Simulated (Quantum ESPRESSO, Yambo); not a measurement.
Rb2RhAgF6 (space group Fm-3m, No. 225). The geometry is that of Materials Project entry mp-1110602, symmetrised and not relaxed again. Chain: LDA (Quantum ESPRESSO, PseudoDojo norm-conserving, 88 Ry, without SOC); G0W0 in Yambo (2×2×2 Γ-centred k mesh, bands 9 to 335 and a 8 Ry block in the screening, 335 bands in G with the Bruneval-Gonze terminator, plasmon pole fitted at 27.2 eV); BSE (4×4×4 mesh, 23 valence and 6 conduction bands, static screening with 112 bands and a 3 Ry block, scissor 2.41 eV, Tamm-Dancoff).

The LDA gap (dense path) is 1.01 eV and the LDA gap X → X on the GW mesh is 1.01 eV. The LDA smallest direct gap on the GW mesh, at X is 1.01 eV. The G0W0 direct gap at that point is 3.42 eV. The G0W0 correction to the gap X → X comes out as 2.41 eV. The direct gap on the BSE mesh, with the scissor comes out as 3.42 eV and the first BSE state allowed for light along x is 3.20 eV. The lowest BSE state comes out as 1.08 eV and the binding of the lowest exciton comes out as 2.34 eV.

Rough cost of the Yambo steps against G0W0 for 4 states: BSE about 3×.

Nearest settings tried, and what they do to the gap: 263 bands in W, 263 bands in G: +6 meV; 6 Ry block (307 vectors against 531): -31 meV; 4×4×4 mesh: -61 meV. So the settings aren't converged at that level. The k mesh is coarse. The BSE states are vertical excitations (zero momentum). Convergence of the binding with the mesh was not shown.

Spin-orbit splittings are left out.

The structure is a Materials Project entry; no match was found in the copy of COD used, and its stability was not checked.
